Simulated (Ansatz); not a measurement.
BaTiO₃:
```cif
data_BaO3Ti
_chemical_formula_sum 'Ba1 Ti1 O3'
_space_group_name_H-M_alt 'P 1'
_space_group_IT_number 1
_cell_length_a 3.93456
_cell_length_b 3.93456
_cell_length_c 3.93456
_cell_angle_alpha 90.000
_cell_angle_beta 90.000
_cell_angle_gamma 90.000
loop_
_space_group_symop_operation_xyz
  'x, y, z'
loop_
_atom_site_label
_atom_site_type_symbol
_atom_site_fract_x
_atom_site_fract_y
_atom_site_fract_z
_atom_site_occupancy
Ba1 Ba 0.00000 0.00000 0.00000 1
Ti1 Ti 0.50000 0.50000 0.50000 1
O1 O 0.00000 0.50000 0.50000 1
O2 O 0.50000 0.50000 0.00000 1
O3 O 0.50000 0.00000 0.50000 1
```

Relaxed with LDA.

Problem. Give the optical modes at the zone centre with their infrared and Raman activity from DFPT, LDA in the plane-wave PAW code Ansatz.

Solution. Transverse frequencies, without the LO–TO term; a row sums one degenerate level.

```json
[
 {"ω (cm⁻¹)": "156i", "degeneracy": "3", "IR ((D/Å)²/amu)": "249.89", "Raman (Å⁴/amu)": "0", "activity": "IR", "symmetry": "T1u"},
 {"ω (cm⁻¹)": "181", "degeneracy": "3", "IR ((D/Å)²/amu)": "5.87", "Raman (Å⁴/amu)": "0", "activity": "IR", "symmetry": "T1u"},
 {"ω (cm⁻¹)": "284", "degeneracy": "3", "IR ((D/Å)²/amu)": "0.00", "Raman (Å⁴/amu)": "0", "activity": "silent", "symmetry": "T2u"},
 {"ω (cm⁻¹)": "480", "degeneracy": "3", "IR ((D/Å)²/amu)": "11.56", "Raman (Å⁴/amu)": "0", "activity": "IR", "symmetry": "T1u"}
]
```

Problem. How high does the top mode go among those that the LO–TO term moves?

Solution. 681 cm⁻¹ for q along x.

Space group Pm-3m (cubic perovskite). This is a known high-temperature phase of the composition, computed here at zero pressure and temperature. Symmetry was held in the LDA relaxation. At this level the phase is dynamically unstable (imaginary phonons). The run is not spin-polarised. Spin–orbit coupling is left out wherever it is not named.

Potentials: the later of the program's two PAW sets.
